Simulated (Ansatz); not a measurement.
According to r²SCAN+D4 (plane waves, PAW; program Ansatz), CrI3 in the trigonal phase (R-3; Cr on 6c, I on 18f) relaxes to a = 6.921 Å, c = 20.134 Å. Cr has 6 nearest neighbours from 2.73 Å (octahedral); I has 2 nearest neighbours from 2.73 Å (bent). Its formation energy from the elements is -0.66 eV/atom, with no fitted shifts.

The Kohn–Sham gap is 1.35 eV (indirect). The magnetic state found is ferromagnetic. The net moment is 0.75 μB per atom.

Bader charges are Cr +1.24, I -0.41 e.

The r²SCAN+D4 relaxation kept the symmetry of its start. The final state is ferromagnetic, chosen from 4 collinear starts compared on coarse meshes (ties went to the first, and starts can fall back to one state), not a proven ground state. The volume moved by 23 % from the start of the relaxation. Other orbital occupations within this spin state were not tried. No Hubbard U is applied. The references are the lowest solids computed at this level, not always the standard phases. Scalar-relativistic: spin–orbit coupling is off unless named, which matters more the heavier the elements.

Potentials: the later of the program's two PAW sets.
